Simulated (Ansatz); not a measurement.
MoSe: which magnetic state is lowest?

Theory: Ansatz, DFT r2SCAN+U, scalar-relativistic, plane waves, PAW.

```
CELL_PARAMETERS angstrom
3.53123 0.00000 0.00000
0.00000 3.53123 0.00000
0.00000 0.00000 3.53123
ATOMIC_POSITIONS crystal
Mo 0.00000 0.00000 0.00000
Se 0.50000 0.50000 0.50000
```

* plane-wave cutoff: 500 eV
* Γ-centred k-mesh: 12×12×12
* occupation rule: Gaussian smearing, 0.1 eV
* U_eff on Löwdin-orthogonalised atomic d orbitals: Mo 4.38 eV
* list of starting moments (μB, in atom order): 2 0
* check for lower electronic states after the SCF: asked for but not made

All runs keep this geometry, which stands near equilibrium for the lowest state (largest force there 0.000 eV/Å, pressure 0.0 GPa) and needn't be a stable compound; relaxing each order would shift the differences by some 53 meV/atom, going by the pressures and a bulk modulus of about 150 GPa. A propagation vector, in units of the reciprocal vectors, doubles the cell, which takes an equally dense mesh. The large starts are 3.5 0 μB. The small starts are 0.5 0 μB. r2SCAN tends to overstate moments in metals. Site moments are spin moments in atom-centred spheres that scale with the neighbour distance. The states are those that the runs reached from these starts; a lower one can exist.

Q: Starts tried: no spin; ferromagnetic; large parallel starting moments; antiferromagnetic, doubled cell, propagation vector (0, 0, 1/2); antiferromagnetic, doubled cell, propagation vector (0, 1/2, 1/2); antiferromagnetic, doubled cell, propagation vector (1/2, 1/2, 1/2); small parallel starting moments. Which state comes out lowest, and what are the moments?

A: The lowest state is ferromagnetic, reached from the start “ferromagnetic” and the start “large parallel starting moments” and the start “small parallel starting moments”, with site moments (μB) Mo +3.78, Se -0.44.

| start | ends | energy above lowest (meV/atom) | site moments (μB) | gap on mesh (eV) | P (GPa) |
| --- | --- | --- | --- | --- | --- |
| no spin | non-magnetic | 1094 | none over 0.05 | 1.32 | -10.8 |
| ferromagnetic | ferromagnetic | 0.00 | Mo +3.78, Se -0.44 | metal | 0.0 |
| large parallel starting moments | ferromagnetic | 0.00 | Mo +3.78, Se -0.44 | metal | 0.0 |
| antiferromagnetic, doubled cell, propagation vector (0, 0, 1/2) | antiferromagnetic | 294 | Mo +3.71, Mo -3.71 | metal | 0.7 |
| antiferromagnetic, doubled cell, propagation vector (0, 1/2, 1/2) | antiferromagnetic | 20.8 | Mo +3.71, Mo -3.71 | metal | -2.0 |
| antiferromagnetic, doubled cell, propagation vector (1/2, 1/2, 1/2) | antiferromagnetic | 270 | Mo +3.69, Mo -3.69 | metal | -0.1 |
| small parallel starting moments | ferromagnetic | 0.00 | Mo +3.78, Se -0.44 | metal | 0.0 |

Cost: 7 runs of about 4.7 core-minutes in all, on AMD EPYC 7R43 (Zen 3) (shared hosts).